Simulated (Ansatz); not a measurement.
ScC (rock salt, Fm-3m) under volume change, PBEsol in the plane-wave PAW code Ansatz, scaled uniformly.

| V (Å³/atom) | E − E(relaxed) (meV/atom) | P (GPa) |
|---|---|---|
| 11.311 | 60.2 | 18.62 |
| 11.684 | 25.3 | 11.47 |
| 12.056 | … | … |
| 12.429 | 0.0 | -0.01 |
| 12.802 | 5.5 | -4.58 |
| 13.175 | 20.8 | -8.52 |
| 13.548 | … | … |

**Question.** Some entries are withheld; supply them.

**Answer.** 
- 12.056, E − E(relaxed) (meV/atom): 6.0
- 12.056, P (GPa): 5.30
- 13.548, E − E(relaxed) (meV/atom): 44.7
- 13.548, P (GPa): -11.91

**Question.** What does a third-order Birch–Murnaghan fit give for V₀, B₀ and B′?

**Answer.** V₀ = 12.43 Å³/atom, B₀ = 164 GPa, B′ = 4.0.

The workflow started from a Materials Project entry (that database holds measured and hypothetical structures alike); the Crystallography Open Database copy checked does not list it. Whether it is the stable phase at ambient conditions was not checked. The cell was relaxed with PBEsol under the symmetry of its start; of distortions, only those at the zone centre were tested. The run is not spin-polarised.

Potentials: the later of the program's two PAW sets.
